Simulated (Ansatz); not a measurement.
Sb2Se3 (Pnma) from a database structure at its r2SCAN+rVV10 geometry, run in the PAW code Ansatz at 3 levels of theory. Non-magnetic throughout; all numbers are computed.

The PBE+SOC input:
```yaml
crystal:
  lattice:
    - [12.0226055422, 0.0, 0.0]
    - [0.0, 3.9891681306, 0.0]
    - [0.0, 0.0, 11.5866093665]
  atoms:
    - { symbol: Sb, position: [0.1447683128, 0.75, 0.0386268024] }
    - { symbol: Sb, position: [0.8552316872, 0.25, 0.9613731976] }
    - { symbol: Sb, position: [0.3552316872, 0.25, 0.5386268024] }
    - { symbol: Sb, position: [0.6447683128, 0.75, 0.4613731976] }
    - { symbol: Sb, position: [0.0301011303, 0.25, 0.329151006] }
    - { symbol: Sb, position: [0.9698988697, 0.75, 0.670848994] }
    - { symbol: Sb, position: [0.4698988697, 0.75, 0.829151006] }
    - { symbol: Sb, position: [0.5301011303, 0.25, 0.170848994] }
    - { symbol: Se, position: [0.9471149291, 0.75, 0.1290006156] }
    - { symbol: Se, position: [0.0528850709, 0.25, 0.8709993844] }
    - { symbol: Se, position: [0.5528850709, 0.25, 0.6290006156] }
    - { symbol: Se, position: [0.4471149291, 0.75, 0.3709993844] }
    - { symbol: Se, position: [0.2103638172, 0.25, 0.1942314213] }
    - { symbol: Se, position: [0.7896361828, 0.75, 0.8057685787] }
    - { symbol: Se, position: [0.2896361828, 0.75, 0.6942314213] }
    - { symbol: Se, position: [0.7103638172, 0.25, 0.3057685787] }
    - { symbol: Se, position: [0.6278712464, 0.75, 0.0540609194] }
    - { symbol: Se, position: [0.3721287536, 0.25, 0.9459390806] }
    - { symbol: Se, position: [0.8721287536, 0.25, 0.5540609194] }
    - { symbol: Se, position: [0.1278712464, 0.75, 0.4459390806] }
kpoints:
  mp_grid: { grid: [2, 6, 2] }
  band_path:
    path:
      - [0.0, 0.0, 0.0]
      - [0.5, 0.0, 0.0]
      - [0.5, 0.5, 0.0]
      - [0.0, 0.5, 0.0]
      - [0.0, 0.0, 0.5]
      - [0.5, 0.0, 0.5]
      - [0.5, 0.5, 0.5]
      - [0.0, 0.5, 0.5]
      - [0.0, 0.0, 0.203125]
      - [0.0, 0.0, 0.307292]
      - [0.0, 0.0, 0.25]
    npoints: 1
hamiltonian:
  xc: pbe
scf:
  occupations: { method: fermi_dirac, width: 0.02 }
  n_extra_bands: 18
magnetization:
  noncollinear: true
  spin_orbit: true
output:
  forces: true
  stress: true
  eigenvalues: true
```

Main results, then, where recorded, the levels near the gap in eV from the Fermi energy (columns number the bands from 0), one row a point of the path (Γ, X, S, Y, Z, U, R, T, Γ–Z (0.41), Γ–Z (0.61), Γ–Z (0.50)):
```
Crystal: 20 atoms, lattice volume = 555.696 Å³
Symmetry: 8 space group operations + 8 with time reversal
Magnetic group: BNS 62.442 (UNI 540)
```
```
Basis set: ecut = 420 eV, 10883 PW (Γ)
k-points: 16 of 24
SCF 1 converged in 11 iterations: F = -117531.062987 eV  dr2 = 2.47e-8
Free energy (F): -117531.062987 eV
Fermi energy:    8.537225 eV
--- Forces (eV/Å), atoms counted from 1 ---
  atom   1  Sb      0.13386      0.00000    -0.13075
  atom   2  Sb    -0.13386      0.00000      0.13075
  atom   3  Sb    -0.13386      0.00000    -0.13075
  atom   4  Sb      0.13386      0.00000      0.13075
  atom   5  Sb    -0.25158      0.00000    -0.09102
  atom   6  Sb      0.25158      0.00000      0.09102
  atom   7  Sb      0.25158      0.00000    -0.09102
  atom   8  Sb    -0.25158      0.00000      0.09102
  atom   9  Se    -0.16331      0.00000      0.15585
  atom  10  Se      0.16331      0.00000    -0.15585
  atom  11  Se      0.16331      0.00000      0.15585
  atom  12  Se    -0.16331      0.00000    -0.15585
  atom  13  Se      0.19816      0.00000      0.00368
  atom  14  Se    -0.19816      0.00000    -0.00368
  atom  15  Se    -0.19816      0.00000      0.00368
  atom  16  Se      0.19816      0.00000    -0.00368
  atom  17  Se      0.16688      0.00000    -0.17344
  atom  18  Se    -0.16688      0.00000      0.17344
  atom  19  Se    -0.16688      0.00000    -0.17344
  atom  20  Se      0.16688      0.00000      0.17344
--- Stress (GPa, compression-positive) ---
        2.300852       0.000000       0.000000
        0.000000       2.143046       0.000000
        0.000000       0.000000       1.924833
  P = ⅓ Tr σ = 2.1229 GPa (21.229 kbar)
```

With PBE+SOC the valence top lies at Γ–Z (0.41 of the way from Γ) and the conduction bottom at Γ–Z (0.61 of the way from Γ), 0.81 eV higher; the smallest vertical gap, at Γ–Z (0.50 of the way from Γ), is 0.82 eV. Least and direct gap differ so little that the kind isn't settled.

HSE06. Against the first input these blocks differ (the band path and keys that only write files left aside):
```yaml
kpoints:
  mp_grid: { grid: [2, 4, 2] }
hamiltonian:
  xc: hse06
scf:
  occupations: { method: fixed }
  n_extra_bands: 9
```
(magnetization left out)

```
Basis set: ecut = 420 eV, 10883 PW (Γ)
k-points: 12 of 16
SCF 1 stopped early in 5 iterations: F = -117509.968140 eV  dr2 = 6.55e-5
Exchange kernel: α = 0.2500, screened, ω = 0.2079 Å⁻¹, Wigner–Seitz truncation, v(0) = 1042.6279 eV·Å³, q-mesh 2×4×2
SCF 2 stopped early in 9 iterations: F = -117561.004304 eV  dr2 = 3.70e-5
hybrid outer 1: dexx = +1.091e-1 eV, tail = 1.89e-3 eV
SCF 3 converged in 6 iterations: F = -117561.002020 eV  dr2 = 5.82e-9
hybrid outer 2: dexx = +2.498e-5 eV, tail = 5.00e-7 eV, Δε = 2.45e-3 eV, ΔF = 8.40e-3 eV/Å
SCF 4 converged in 2 iterations: F = -117561.002010 eV  dr2 = 8.38e-9
hybrid outer 3: dexx = +4.701e-8 eV, tail = 1.86e-8 eV, Δε = 1.06e-4 eV, ΔF = 5.27e-4 eV/Å
Free energy (F): -117561.002010 eV
Fermi energy:    7.717270 eV
--- Forces (eV/Å), atoms counted from 1 ---
  atom   1  Sb    -0.11790      0.00000      0.15299
  atom   2  Sb      0.11790      0.00000    -0.15299
  atom   3  Sb      0.11790      0.00000      0.15299
  atom   4  Sb    -0.11790      0.00000    -0.15299
  atom   5  Sb      0.22023      0.00000      0.02185
  atom   6  Sb    -0.22023      0.00000    -0.02185
  atom   7  Sb    -0.22023      0.00000      0.02185
  atom   8  Sb      0.22023      0.00000    -0.02185
  atom   9  Se      0.14386      0.00000    -0.09251
  atom  10  Se    -0.14386      0.00000      0.09251
  atom  11  Se    -0.14386      0.00000    -0.09251
  atom  12  Se      0.14386      0.00000      0.09251
  atom  13  Se    -0.18835      0.00000    -0.10656
  atom  14  Se      0.18835      0.00000      0.10656
  atom  15  Se      0.18835      0.00000    -0.10656
  atom  16  Se    -0.18835      0.00000      0.10656
  atom  17  Se    -0.12325      0.00000      0.10332
  atom  18  Se      0.12325      0.00000    -0.10332
  atom  19  Se      0.12325      0.00000      0.10332
  atom  20  Se    -0.12325      0.00000    -0.10332
--- Stress (GPa, compression-positive) ---
       -0.032159       0.000000       0.000000
        0.000000       0.023597       0.000000
        0.000000       0.000000      -0.141338
  P = ⅓ Tr σ = -0.0500 GPa (-0.500 kbar)
```
```tsv
band_152	band_153	band_154	band_155	band_156	band_157	band_158
-0.368	-0.155	-0.102	-0.034	1.648	1.741	1.804
-0.182	-0.182	0.000	0.000	1.649	1.649	1.908
-0.535	-0.535	-0.535	-0.535	2.451	2.451	2.451
-0.746	-0.746	-0.358	-0.358	2.291	2.291	2.474
-0.318	-0.318	-0.172	-0.172	1.461	1.461	2.287
-0.422	-0.422	-0.378	-0.378	1.476	1.476	2.329
-0.957	-0.957	-0.957	-0.957	2.285	2.285	2.285
-0.914	-0.914	-0.704	-0.704	2.023	2.023	2.360
-0.341	-0.223	-0.215	0.032	1.466	1.586	2.052
-0.438	-0.215	-0.205	-0.039	1.435	1.518	2.193
-0.375	-0.222	-0.221	0.011	1.446	1.549	2.123
```

The HSE06 gap is indirect, 1.40 eV (Γ–Z (0.41 of the way from Γ) to Γ–Z (0.61 of the way from Γ)), below the direct gap of 1.43 eV at Γ–Z (0.41 of the way from Γ). The mean stress, 0.0 GPa, is small, and the program warns that its thresholds are loose for a hybrid's stress.

Task: In the first input these blocks are replaced (the band path and keys that only write files left aside):
```yaml
kpoints:
  mp_grid: { grid: [2, 4, 2] }
hamiltonian:
  xc: pbe0
scf:
  occupations: { method: fixed }
  n_extra_bands: 9
```
(magnetization left out)
What comes out?

Result:
```
Basis set: ecut = 420 eV, 10883 PW (Γ)
k-points: 12 of 16
SCF 1 stopped early in 5 iterations: F = -117509.968934 eV  dr2 = 6.57e-5
Exchange kernel: α = 0.2500, full range, Wigner–Seitz truncation, v(0) = 14470.1673 eV·Å³, q-mesh 2×4×2
SCF 2 stopped early in 9 iterations: F = -117553.682145 eV  dr2 = 2.55e-5
hybrid outer 1: dexx = +1.750e-1 eV, tail = 1.79e-3 eV
SCF 3 converged in 7 iterations: F = -117553.679479 eV  dr2 = 4.17e-9
hybrid outer 2: dexx = +3.962e-5 eV, tail = 7.47e-7 eV, Δε = 2.64e-3 eV, ΔF = 7.43e-3 eV/Å
SCF 4 converged in 2 iterations: F = -117553.679471 eV  dr2 = 1.02e-8
hybrid outer 3: dexx = +6.888e-8 eV, tail = 2.28e-8 eV, Δε = 1.72e-4 eV, ΔF = 6.69e-4 eV/Å
Free energy (F): -117553.679471 eV
Fermi energy:    7.416951 eV
--- Forces (eV/Å), atoms counted from 1 ---
  atom   1  Sb    -0.13880      0.00000      0.18186
  atom   2  Sb      0.13880      0.00000    -0.18186
  atom   3  Sb      0.13880      0.00000      0.18186
  atom   4  Sb    -0.13880      0.00000    -0.18186
  atom   5  Sb      0.26456      0.00000      0.03878
  atom   6  Sb    -0.26456      0.00000    -0.03878
  atom   7  Sb    -0.26456      0.00000      0.03878
  atom   8  Sb      0.26456      0.00000    -0.03878
  atom   9  Se      0.17037      0.00000    -0.11768
  atom  10  Se    -0.17037      0.00000      0.11768
  atom  11  Se    -0.17037      0.00000    -0.11768
  atom  12  Se      0.17037      0.00000      0.11768
  atom  13  Se    -0.21136      0.00000    -0.10344
  atom  14  Se      0.21136      0.00000      0.10344
  atom  15  Se      0.21136      0.00000    -0.10344
  atom  16  Se    -0.21136      0.00000      0.10344
  atom  17  Se    -0.14562      0.00000      0.13419
  atom  18  Se      0.14562      0.00000    -0.13419
  atom  19  Se      0.14562      0.00000      0.13419
  atom  20  Se    -0.14562      0.00000    -0.13419
--- Stress (GPa, compression-positive) ---
       -0.130858       0.000000       0.000000
        0.000000      -0.019417       0.000000
        0.000000       0.000000      -0.104193
  P = ⅓ Tr σ = -0.0848 GPa (-0.848 kbar)
```
```tsv
band_152	band_153	band_154	band_155	band_156	band_157	band_158
-0.380	-0.161	-0.105	-0.016	2.234	2.343	2.406
-0.169	-0.169	0.000	0.000	2.247	2.247	2.506
-0.559	-0.559	-0.559	-0.559	3.071	3.071	3.071
-0.779	-0.779	-0.377	-0.377	2.909	2.909	3.092
-0.329	-0.329	-0.178	-0.178	2.052	2.052	2.904
-0.429	-0.429	-0.400	-0.400	2.068	2.068	2.940
-0.990	-0.990	-0.990	-0.990	2.903	2.903	2.903
-0.950	-0.950	-0.728	-0.728	2.632	2.632	2.982
-0.345	-0.226	-0.218	0.062	2.040	2.169	2.662
-0.451	-0.216	-0.210	-0.017	2.012	2.102	2.805
-0.378	-0.227	-0.223	0.039	2.020	2.131	2.734
```
PBE0 gives an indirect gap of 1.95 eV, from Γ–Z (0.41 of the way from Γ) to Γ–Z (0.61 of the way from Γ); the least direct gap is 1.98 eV at Γ–Z (0.41 of the way from Γ). The mean stress, -0.1 GPa, is small, and the program warns that its thresholds are loose for a hybrid's stress.

Small level splittings and stresses of the hybrids carry the error of their coarser meshes.

Totals of different functionals, or with and without spin-orbit coupling, can't be compared.

Only the levels marked +SOC include spin-orbit coupling.

The meshes of the hybrids are coarse, so their gaps aren't converged to the digits shown.
